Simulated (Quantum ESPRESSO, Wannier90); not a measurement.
**Wannier functions of BN (Fmm2)**

```
begin unit_cell_cart
ang
   -1.2516300000    0.0000000000   -2.1660900000
   -1.2516300000    0.0000000000    2.1660900000
    1.2516300000    3.4953150000    0.0000000000
end unit_cell_cart
begin atoms_frac
B   -0.0000500000  0.0000500000  0.0000000000
N    0.3333500000 -0.3333500000  0.0000000000
end atoms_frac
```

Structure: Materials Project mp-685145, symmetrised, not relaxed again. Not found in the COD (Crystallography Open Database) copy used, which has the formula in other groups; not checked further. Method: LDA plane waves in Quantum ESPRESSO 7.5 (PseudoDojo norm-conserving files, 68 Ry, no spin polarisation, no spin-orbit coupling), Bloch states on a 12×12×12 mesh through Γ, Wannier90 4.0.1. Density: 14×14×14 mesh, cold smearing 0.01 Ry. The cell is built of weakly bound layers, chains or molecules, whose nearest atoms lie 3.57 Å apart. Database cells relaxed without dispersion often hold them too far apart, which can enlarge gaps and weakens couplings between them; spacing and stacking were not compared with the measured crystal.

Band 1 is isolated and gives one Wannier function a cell (N2 2s 53 %, B1 2p 30 %, B1 2s 13 %; spread 0.91 Å²). Its on-site energy is ε = -15.476 eV relative to the valence-band maximum, and its hoppings t(R) = t(−R) to the nearer images are (images within this range that aren't listed have |t| under 5 meV):

```tsv
R (lattice vectors; −R alike)	distance (Å)	t (eV)
0 1 0	2.50	-0.427
1 0 0	2.50	-0.427
1 1 0	2.50	-0.425
0 0 1	3.71	-0.023
1 1 1	3.71	-0.023
0 1 1	4.11	-0.008
1 0 1	4.11	-0.008
```

Problem. Work out the band energy at Γ, Y, T, Z from these numbers.

Solution. For one orbital E(k) = ε + Σ_R 2 t(R) cos(2π k·R), the sum over the listed R.
- Γ, k = (0.000, 0.000, 0.000): E = -15.476 + (-0.427)·(4.00) + (-0.425)·(2.00) + (-0.023)·(4.00) + (-0.008)·(4.00) = -18.16 eV; pw.x: -17.72 eV
- Y, k = (0.000, 0.000, 0.500): E = -15.476 + (-0.427)·(4.00) + (-0.425)·(2.00) + (-0.023)·(-4.00) + (-0.008)·(-4.00) = -17.91 eV; pw.x: -17.51 eV
- T, k = (0.500, -0.500, 0.500): E = -15.476 + (-0.427)·(-4.00) + (-0.425)·(2.00) + (-0.023)·(-4.00) + (-0.008)·(4.00) = -14.56 eV; pw.x: -14.43 eV
- Z, k = (0.500, -0.500, 0.000): E = -15.476 + (-0.427)·(-4.00) + (-0.425)·(2.00) + (-0.023)·(4.00) + (-0.008)·(-4.00) = -14.68 eV; pw.x: -14.54 eV

At these points the listed shells miss the plane-wave band by up to 0.43 eV, of a width of 3.85 eV on the path. With all its hoppings the model misses the band by 0.5 meV at worst on the whole path, so most of the miss comes from the hoppings not listed.
